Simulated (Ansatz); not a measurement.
Ge:
```cif
data_Ge4
_chemical_formula_sum 'Ge4'
_space_group_name_H-M_alt 'P 1'
_space_group_IT_number 1
_cell_length_a 5.89127
_cell_length_b 5.89127
_cell_length_c 5.89127
_cell_angle_alpha 109.471
_cell_angle_beta 109.471
_cell_angle_gamma 109.471
loop_
_space_group_symop_operation_xyz
  'x, y, z'
loop_
_atom_site_label
_atom_site_type_symbol
_atom_site_fract_x
_atom_site_fract_y
_atom_site_fract_z
_atom_site_occupancy
Ge1 Ge 0.00000 0.25000 0.50000 1
Ge2 Ge 0.25000 0.50000 0.00000 1
Ge3 Ge 0.50000 0.00000 0.25000 1
Ge4 Ge 0.25000 0.25000 0.25000 1
```

Relaxed with PBEsol.

Question: Which orbitals make up the states near the Fermi level in PBEsol (plane waves, PAW; program Ansatz)?

Answer: Within 0.5 eV of the Fermi level: Ge 4p 93 %, Ge 4s 6 %. Projections are on Löwdin-orthogonalised atomic valence shells; empty p or d shells of many metals are not among them.

Question: Tabulate the density of states.

Answer: States/eV per cell of 4 atoms, in 0.25 eV bins, energy from the Fermi level.

```csv
E (eV),total,Ge 4p,Ge 4s
-7.85,0.93,0.35,0.57
-7.60,1.28,0.50,0.77
-7.35,2.51,1.00,1.50
-7.10,1.42,0.58,0.83
-6.85,0.35,0.16,0.19
-6.60,0.11,0.05,0.06
-6.35,0.13,0.05,0.08
-6.10,0.32,0.14,0.18
-5.85,0.95,0.45,0.50
-5.60,1.54,0.75,0.78
-5.35,1.53,0.76,0.75
-5.10,0.96,0.49,0.46
-4.85,0.70,0.37,0.32
-4.60,0.54,0.30,0.24
-4.35,0.41,0.24,0.17
-4.10,0.32,0.19,0.12
-3.85,0.23,0.15,0.08
-3.60,0.16,0.12,0.05
-3.35,0.10,0.08,0.02
-3.10,4.89,4.79,0.02
-2.85,3.15,3.09,0.02
-2.60,4.85,4.76,0.04
-2.35,3.11,3.06,0.02
-2.10,0.03,0.03,0.00
-1.85,0.00,0.00,0.00
-1.60,0.00,0.00,0.00
-1.35,0.09,0.02,0.07
-1.10,0.44,0.22,0.22
-0.85,2.88,2.33,0.52
-0.60,4.90,4.14,0.70
-0.35,3.93,3.63,0.26
-0.10,4.25,3.90,0.31
0.15,3.44,3.24,0.16
0.40,2.93,2.79,0.10
0.65,0.86,0.83,0.02
0.90,0.30,0.29,0.01
1.15,0.99,0.82,0.15
1.40,4.90,4.11,0.64
1.65,4.66,3.71,0.78
1.90,2.97,2.16,0.66
2.15,1.40,0.97,0.34
2.40,0.70,0.47,0.17
2.65,0.28,0.19,0.07
2.90,0.06,0.04,0.02
3.15,0.00,0.00,0.00
3.40,0.11,0.04,0.01
3.65,3.41,2.16,0.72
3.90,3.69,2.17,0.65
4.15,3.46,1.90,0.51
4.40,4.45,2.41,0.49
4.65,2.44,1.33,0.28
```

Space group I4_132. The start of the workflow was typed in or built on a structure type; neither database checked (COD, Materials Project) lists it. It is not the phase usual at ambient conditions (space group No. 227). Symmetry was held in the PBEsol relaxation. At this level the phase is mechanically unstable. The volume moved by 44 % from the start of the relaxation. Spin–orbit coupling is left out wherever it is not named.

Potentials: the later of the program's two PAW sets.
